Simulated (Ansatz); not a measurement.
Input, command and steps of an Ansatz relaxation.

```yaml
crystal:
  lattice:
    - [6.6079934186, 0.0, 0.0]
    - [-3.3039967093, 5.7226901686, 0.0]
    - [0.0, 0.0, 3.6639262083]
  atoms:
    - { symbol: Zr, position: [0.5854380034, 0.0, 0.5] }
    - { symbol: Zr, position: [0.4145619966, 0.4145619966, 0.5] }
    - { symbol: Zr, position: [0.0, 0.5854380034, 0.5] }
    - { symbol: Si, position: [0.0, 0.0, 0.5] }
    - { symbol: Si, position: [0.3333333333, 0.6666666667, 0.0] }
    - { symbol: Si, position: [0.6666666667, 0.3333333333, 0.0] }
    - { symbol: Ru, position: [0.2442292056, 0.0, 0.0] }
    - { symbol: Ru, position: [0.7557707944, 0.7557707944, 0.0] }
    - { symbol: Ru, position: [0.0, 0.2442292056, 0.0] }
basis:
  ecutwfc: 500
kpoints:
  mp_grid: { grid: [6, 6, 10] }
hamiltonian:
  xc: r2scan
scf:
  occupations: { method: gaussian, width: 0.1 }
output:
  forces: true
  stress: true
  eigenvalues: true
relax:
  adjacent_minimum: "off"
  f_tol: 0.01
  max_steps: 30
  cell: { stress_tol: 0.1, fix: [volume] }
```

```bash
ansatz run input.yaml --threads 2 --pin off --max-ram 5120MiB --backend cpu --events-out ev --progress --plain --runs-dir out
```

Level of theory: DFT r2SCAN, scalar-relativistic, plane waves, PAW in Ansatz 0.2.0.

The volume is held at 0.97 times that of the relaxed cell.

Of 4 frames 3 are shown, positions in Å and forces in eV/Å; the SCF threshold varies from step to step. Steps run on the plane waves of an earlier cell, with a Pulay correction in the pressure. The basis is chosen afresh for the last frame, the zero of the energies, and at times for earlier ones too; energy and pressure step there, also at an unchanged geometry. The mark taken_back stands on steps that the optimiser undid.

```xyz
9
Lattice="6.6080 0.0000 0.0000 -3.3040 5.7227 0.0000 0.0000 0.0000 3.6639" Properties=species:S:1:pos:R:3:forces:R:3 pbc="T T T" step=1 free_energy_over_end_meV_per_atom=0.08 pressure_GPa=6.65
Zr    3.8686    0.0000    1.8320   -0.0176    0.0000    0.0000
Zr    1.3697    2.3724    1.8320    0.0088    0.0153    0.0000
Zr   -1.9343    3.3503    1.8320    0.0088   -0.0153    0.0000
Si    0.0000    0.0000    1.8320    0.0000    0.0000    0.0000
Si    0.0000    3.8151    0.0000    0.0000    0.0000    0.0000
Si    3.3040    1.9076    0.0000    0.0000    0.0000    0.0000
Ru    1.6139    0.0000    0.0000    0.0859    0.0000    0.0000
Ru    2.4971    4.3250    0.0000   -0.0430   -0.0744    0.0000
Ru   -0.8069    1.3976    0.0000   -0.0430    0.0744    0.0000
9
Lattice="6.6196 0.0000 0.0000 -3.3098 5.7327 0.0000 0.0000 0.0000 3.6511" Properties=species:S:1:pos:R:3:forces:R:3 pbc="T T T" step=2 free_energy_over_end_meV_per_atom=0.11 pressure_GPa=6.54 taken_back
Zr    3.8753    0.0000    1.8256    0.0200    0.0000    0.0000
Zr    1.3721    2.3766    1.8256   -0.0100   -0.0173    0.0000
Zr   -1.9376    3.3561    1.8256   -0.0100    0.0173    0.0000
Si    0.0000    0.0000    1.8256    0.0000    0.0000    0.0000
Si    0.0000    3.8218    0.0000    0.0000    0.0000    0.0000
Si    3.3098    1.9109    0.0000    0.0000    0.0000    0.0000
Ru    1.6240    0.0000    0.0000   -0.0927    0.0000    0.0000
Ru    2.4978    4.3263    0.0000    0.0464    0.0803    0.0000
Ru   -0.8120    1.4064    0.0000    0.0464   -0.0803    0.0000
9
Lattice="6.6131 0.0000 0.0000 -3.3066 5.7271 0.0000 0.0000 0.0000 3.6582" Properties=species:S:1:pos:R:3:forces:R:3 pbc="T T T" step=4 free_energy_over_end_meV_per_atom=0.00 pressure_GPa=6.60
Zr    3.8715    0.0000    1.8291   -0.0002    0.0000    0.0000
Zr    1.3708    2.3743    1.8291    0.0001    0.0002    0.0000
Zr   -1.9357    3.3528    1.8291    0.0001   -0.0002    0.0000
Si    0.0000    0.0000    1.8291    0.0000    0.0000    0.0000
Si    0.0000    3.8181    0.0000    0.0000    0.0000    0.0000
Si    3.3066    1.9090    0.0000    0.0000    0.0000    0.0000
Ru    1.6186    0.0000    0.0000    0.0000    0.0000    0.0000
Ru    2.4973    4.3254    0.0000    0.0000    0.0000    0.0000
Ru   -0.8093    1.4017    0.0000    0.0000    0.0000    0.0000
```

It took 3.9 min on 2 threads of Intel(R) Xeon(R) Processor @ 2.50GHz (Skylake/Cascade Lake), on a shared host, peak memory 0.87 GiB.